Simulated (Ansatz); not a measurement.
# Does relaxation matter for the field gradients of ZnS with Cd replacing Zn?

Start: a supercell of ZnS (space group P6_3mc) built from an entry of the Crystallography Open Database (COD), with all atoms left at the host's positions.

Space group P3m1 (No. 156); a = 7.6454, c = 12.5200 Å, γ = 120.00°.

| site | Wyckoff | site symmetry | x | y | z |
| --- | --- | --- | --- | --- | --- |
| Cd | 1a | 3m. | 0.0000 | 0.0000 | 0.0000 |
| Zn2 | 3d | .m. | 0.0000 | 0.5000 | 0.0000 |
| Zn5 | 1a | 3m. | 0.0000 | 0.0000 | 0.5000 |
| Zn6 | 3d | .m. | 0.0000 | 0.5000 | 0.5000 |
| Zn9 | 3d | .m. | 0.1667 | 0.3333 | 0.2500 |
| Zn11 | 1c | 3m. | 0.6667 | 0.3333 | 0.2500 |
| Zn13 | 3d | .m. | 0.3333 | 0.1667 | 0.7500 |
| Zn14 | 1b | 3m. | 0.3333 | 0.6667 | 0.7500 |
| S17 | 1a | 3m. | 0.0000 | 0.0000 | 0.1875 |
| S18 | 3d | .m. | 0.0000 | 0.5000 | 0.1875 |
| S21 | 1a | 3m. | 0.0000 | 0.0000 | 0.6875 |
| S22 | 3d | .m. | 0.0000 | 0.5000 | 0.6875 |
| S25 | 3d | .m. | 0.1667 | 0.3333 | 0.4375 |
| S27 | 1c | 3m. | 0.6667 | 0.3333 | 0.4375 |
| S29 | 3d | .m. | 0.3333 | 0.1667 | 0.9375 |
| S30 | 1b | 3m. | 0.3333 | 0.6667 | 0.9375 |

One atom of each set is listed.

Level of theory: DFT, PBE, plane waves and PAW, scalar-relativistic, 420 eV cutoff, Γ-centred 3×3×2 k-points, Fermi–Dirac smearing 0.01 eV (Ansatz 0.2.0).

The largest force at the start is 1.9 eV/Å. Relaxing the ions at fixed cell moves them by 0.164 Å at most (atom 17, S) and 0.054 Å rms.

| site | moved (Å) | first shell before | first shell after | V_zz before (10²¹ V/m²) | η before |
| --- | --- | --- | --- | --- | --- |
| Cd | 0.024 | 4 S at 2.34–2.35 Å | 4 S at 2.48–2.49 Å | 0.52 | 0.00 |
| Zn2 | 0.009 | 4 S at 2.34–2.35 Å | 4 S at 2.32–2.34 Å | 0.26 | 0.16 |
| Zn9 | 0.046 | 4 S at 2.34–2.35 Å | 4 S at 2.33–2.34 Å | 0.067 | 0.65 |
| Zn13 | 0.044 | 4 S at 2.34–2.35 Å | 4 S at 2.33–2.34 Å | -0.033 | 0.70 |
| S17 | 0.164 | 3 Zn at 2.34 Å, 1 Cd at 2.35 Å | 3 Zn at 2.33 Å, 1 Cd at 2.49 Å | -1.15 | 0.00 |
| S18 | 0.003 | 4 Zn at 2.34–2.35 Å | 4 Zn at 2.34 Å | 0.11 | 0.93 |
| S21 | 0.002 | 4 Zn at 2.34–2.35 Å | 4 Zn at 2.34 Å | 0.20 | 0.00 |
| S22 | 0.023 | 4 Zn at 2.34–2.35 Å | 4 Zn at 2.33–2.34 Å | 0.14 | 0.20 |
| S25 | 0.025 | 4 Zn at 2.34–2.35 Å | 4 Zn at 2.33–2.34 Å | 0.21 | 0.11 |
| S29 | 0.129 | 3 Zn at 2.34–2.35 Å, 1 Cd at 2.34 Å | 3 Zn at 2.32–2.33 Å, 1 Cd at 2.48 Å | -1.40 | 0.24 |

Task: How do the gradients change?

Result: 

| site | V_zz after | η after | change of V_zz |
| --- | --- | --- | --- |
| Cd | 0.18 | 0.00 | -0.34 |
| Zn2 | -0.93 | 0.55 | – |
| Zn9 | -0.59 | 0.34 | – |
| Zn13 | 0.38 | 0.21 | – |
| S17 | -0.98 | 0.00 | +0.17 |
| S18 | 0.38 | 0.55 | +0.27 |
| S21 | -0.097 | 0.00 | -0.30 |
| S22 | -0.46 | 0.85 | – |
| S25 | -0.62 | 0.50 | – |
| S29 | -1.80 | 0.46 | -0.40 |

The largest change of V_zz along a kept axis is on S29, from -1.40 to -1.80. The whole tensor moves most on Zn2, by 0.81 along its most changed direction. In per cent, |V_zz| changes by -65 on Cd, -15 to +29 on S (all sites that start above 0.5). Where |V_zz| stays above 0.1 and the axes keep their order, η moves most on S29, from 0.24 to 0.46. On S18 V_xx and V_yy change places (or their axes turn by over 50°), so the two values of η hide a larger change. V_zz changes sign on S21 (same axis), Zn14 (same axis) (not all in the table). On Zn2, S25, S22, Zn9, Zn13, Zn6 (not all in the table) the largest principal value lies along another axis in the second run, so the two V_zz can't be compared directly. The table leaves out 6 of the 16 sites, with |V_zz| up to 0.41; their tensors move by 0.26 at most along any direction. The statements above cover all sites. The host's own positions weren't relaxed first, so part of the change far from the defect can be the host's relaxation.

The defect repeats with the cell of 32 atoms, so it feels its images: sites between two images don't show the values beside a lone defect, and zeros or small values of η there can come from the images' arrangement. S and Zn carry a gradient in the pure host already, so the values there aren't the defect's effect alone. Without spin–orbit coupling (the program notes it for Cd) the gradients are little affected as a rule: paired runs on crystals with a gap mostly move them by under 2 % at such atoms.
Before: The neighbours have not yet relaxed around the defect (largest force 1.9 eV/Å), so a real crystal will differ.
After: The relaxation keeps the site symmetry 3m of the start, so the impurity can move only along its axis; a start off the site could end lower.
